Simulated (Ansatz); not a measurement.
**Data sheet: RhSe₂ (DFT)**

RhSe₂:
```cif
data_Rh4Se8
_chemical_formula_sum 'Rh4 Se8'
_space_group_name_H-M_alt 'Pa-3'
_space_group_IT_number 205
_space_group_name_Hall '-P 2ac 2ab 3'
_cell_length_a 6.05079
_cell_length_b 6.05079
_cell_length_c 6.05079
_cell_angle_alpha 90.000
_cell_angle_beta 90.000
_cell_angle_gamma 90.000
loop_
_atom_site_label
_atom_site_type_symbol
_atom_site_symmetry_multiplicity
_atom_site_Wyckoff_symbol
_atom_site_fract_x
_atom_site_fract_y
_atom_site_fract_z
_atom_site_occupancy
Rh1 Rh 4 a 0.00000 0.00000 0.00000 1
Se1 Se 8 c 0.37794 0.37794 0.37794 1
```

Space group Pa-3 (No. 205); conventional cell a = 6.0508 Å, b = 6.0508 Å, c = 6.0508 Å, α = 90.00°, β = 90.00°, γ = 90.00°.

Method: plane-wave PAW r²SCAN (Ansatz code). Geometry: relaxed at this level of theory. Other levels are named where they apply.

**Cell and energy**

```json
{
  "volume_per_atom": "18.46 Å³",
  "density": "7.82 g/cm³",
  "Formation energy from the elements (no fitted shifts)": "-456 meV/atom"
}
```

**Electronic structure**

```json
{
  "electronic_character": "metallic (no gap)",
  "Density of states at the Fermi level": "0.76 states/eV per atom (mean over ±0.08 eV)",
  "Gap with spin–orbit coupling": "none (metallic)"
}
```

**Mechanics**

```json
{
  "Bulk modulus (Birch–Murnaghan fit)": "122 GPa",
  "Pressure derivative B′": "4.9"
}
```

**Charges**

```json
{
  "bader_charges": "Rh +0.25, Se -0.12 e"
}
```

The workflow started from an entry of the Crystallography Open Database (COD). Whether it is the stable phase at ambient conditions was not checked. The r²SCAN relaxation kept the symmetry of its start; its stability against distortions is not shown here. No spin polarisation was allowed. The references are the lowest solids computed at this level, not always the standard phases. Scalar-relativistic: spin–orbit coupling is off unless named, which matters more the heavier the elements.

Potentials: the later of the program's two PAW sets.
